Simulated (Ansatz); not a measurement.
**Forms of Sc4BP3: one energy to predict**

The calculation used DFT PBE, scalar-relativistic, plane waves, PAW (Ansatz). All cells share a 420 eV cutoff and Γ-centred k meshes spaced about 0.3 Å⁻¹ or finer (0.25 for metals, 2π included). Cells run with spin keep no moment; the others have no spin polarisation.

These are static total energies at zero pressure. Rows are sorted by volume; energies count from the lowest form computed. Coordination counts B or P atoms around Sc (for each partner element, those within 1.25 times its shortest distance or 1.15 times the sum of covalent radii, where it is the nearest in units of that sum or under 1.3). The table shows 5 of 6 forms computed.

| row | form | source | atoms | coordination | V (Å³/atom) | gap on mesh (eV) | ΔE (meV/atom) |
| --- | --- | --- | --- | --- | --- | --- | --- |
| 1 | P2/m | invented | 8 | Sc 6 | 17.5 | 0 | 0 |
| 2 | R-3m | invented | 8 | Sc 6 | 17.8 | 0 | 8 |
| 3 | I4/mmm | invented | 8 | Sc 6 | 17.9 | 0 | 32 |
| 4 | Pm-3m | invented | 8 | Sc 6 | 17.9 | 0 | 30 |
| 5 | P-3m1 | invented | 8 | Sc 6 | 18.1 | 0 | ? |

The cell of row 5:

Space group P-3m1 (No. 164). a = 3.626 Å, b = 3.626 Å, c = 12.714 Å, α = 90.00°, β = 90.00°, γ = 120.00°
```json
{"atom": "Sc", "site": "2d", "symmetry": "3m.", "x": "0.3333", "y": "0.6667", "z": "0.3758"}
{"atom": "Sc", "site": "2d", "symmetry": "3m.", "x": "0.3333", "y": "0.6667", "z": "0.1144"}
{"atom": "B", "site": "1a", "symmetry": "-3m.", "x": "0.0000", "y": "0.0000", "z": "0.0000"}
{"atom": "P", "site": "2d", "symmetry": "3m.", "x": "0.6667", "y": "0.3333", "z": "0.2468"}
{"atom": "P", "site": "1b", "symmetry": "-3m.", "x": "0.0000", "y": "0.0000", "z": "0.5000"}
```

Question: Estimate the missing energy, and say where the row ranks.

Answer: 62 meV/atom, which puts it above row 3, the highest in the table. Counting B or P atoms around Sc, row 5 and the lowest form (row 1) both have Sc 6.

An observed structure of this formula, if there is one, may be missing.

Cells relaxed within their symmetry can be saddle points. Some candidate types were left out of the draw beforehand, so a known form may be missing.
